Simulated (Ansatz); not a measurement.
ZnAgF₃:
```
CELL_PARAMETERS angstrom
      3.98452     0.00000     0.00000
      0.00000     3.98452     0.00000
      0.00000     0.00000     3.98452
ATOMIC_POSITIONS crystal
  Zn 0.50000 0.50000 0.50000
  Ag 0.00000 0.00000 0.00000
  F  0.50000 0.50000 0.00000
  F  0.00000 0.50000 0.50000
  F  0.50000 0.00000 0.50000
```

Relaxed with r²SCAN.

### Question
Give the Bader charges and basin volumes of the independent atoms, r²SCAN in the plane-wave PAW code Ansatz.

### Answer


```csv
atom,Bader charge (e),Bader volume (Å³)
Zn1,+1.52,7.9
Ag2,+0.82,19.1
F3,-0.78,12.1
```

Space group Pm-3m (cubic perovskite). The workflow started from an entry of the Crystallography Open Database (COD). Its standing as an ambient phase is unchecked. The cell was relaxed with r²SCAN under the symmetry of its start; whether a distortion lowers the energy is not shown. The run is not spin-polarised.

Potentials: the later of the program's two PAW sets.
